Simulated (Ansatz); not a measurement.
## Is this SnPb3S4 structure stable?

The cell was found from a structure generator's guess, not taken from experiment.

The calculation used DFT PBE, scalar-relativistic, plane waves, PAW (Ansatz 0.2.0). Settings of the last relaxation (8-atom cell): 420 eV, 8×8×8 k points, Gaussian smearing of 0.01 eV, no spin polarisation.

```yaml
crystal:
  lattice:
    - [0.00000, 5.97357, 4.24423]
    - [4.24177, 0.00000, 4.24423]
    - [4.24177, 5.97357, 0.00000]
  atoms:
    - { symbol: Sn, position: [0.48380, 0.48380, 0.51620] }
    - { symbol: Pb, position: [0.74528, 0.74528, 0.75472] }
    - { symbol: Pb, position: [0.24528, 0.24528, 0.25472] }
    - { symbol: Pb, position: [0.99409, 0.99409, 0.00591] }
    - { symbol: S, position: [0.49989, 0.03193, 0.50011] }
    - { symbol: S, position: [0.25146, 0.74752, 0.25248] }
    - { symbol: S, position: [0.03193, 0.49989, 0.96808] }
    - { symbol: S, position: [0.74752, 0.25146, 0.74853] }
```

The zero of energy is the elements' standard structures at the same level; no fitted shifts are applied. The references include grey tin.

**Question.** These tests were run: energy against the elements; phonons at Γ. What do they show?

**Answer.**

| test | result |
| --- | --- |
| energy against the elements | −0.516 eV/atom |
| phonons at Γ | imaginary modes down to 49i cm⁻¹ |

It fails one test: phonons at Γ. So it isn't even a local minimum.

These runs have no spin–orbit coupling, which can matter for Pb. The reference form of S is held partly by dispersion forces, which this level lacks. The run for the phonons used an 8×8×8 k mesh.
